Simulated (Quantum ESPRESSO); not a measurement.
```
KI
1.0
    0.00000     3.39698     3.39698
    3.39698     0.00000     3.39698
    3.39698     3.39698     0.00000
K I
1 1
Direct
  0.00000   0.00000   0.00000
  0.50000   0.50000   0.50000
```

The PBEsol cell relaxed from Materials Project entry mp-22898 was given an isotropic strain of -3 % on all lattice vectors, and the atoms were relaxed again.

What does PBEsol (pw.x of Quantum ESPRESSO, ONCV potentials, scalar-relativistic) give for the electronic structure near the Fermi level?

The PBEsol gap is direct, 4.09 eV at Γ. Without spin-orbit coupling, band edges of such heavy elements can be off by tenths of an eV.
